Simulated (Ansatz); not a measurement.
Consider the following.

La₂O₃:
```xyz
5
Lattice="3.8831 0.0000 0.0000 -1.9416 3.3629 0.0000 0.0000 0.0000 5.9510" Properties=species:S:1:pos:R:3 pbc="T T T"
La     1.9416     1.1210     4.4991
La     0.0000     2.2419     1.4519
O      1.9416     1.1210     2.1031
O      0.0000     2.2419     3.8479
O      0.0000     0.0000     0.0000
```

This is the LDA-relaxed structure. Cartesian axes are those of the cell as given.

Problem. All from LDA (plane waves, PAW; program Ansatz), unless another level is named. Predict the bulk modulus (Birch–Murnaghan fit).

Solution. 124 GPa.

Problem. And the elastic constants (relaxed ions, GPa)?

Solution. C11 = 233, C12 = 141, C13 = 94.3, C14 = 27.8, C33 = 138, C44 = 70.1.

Problem. Give the highest zone-centre frequency (without LO–TO term).

Solution. 447 cm⁻¹.

Space group P-3m1 (La2O3 or Ni2Al3 type). The LDA relaxation kept the symmetry of its start. Scalar-relativistic: spin–orbit coupling is off unless named, which matters more the heavier the elements.

Potentials: the earlier of the program's two PAW sets. The files were generated under PBE; for other functionals the program regenerates the frozen cores, and for LDA and PBEsol the local potential too.
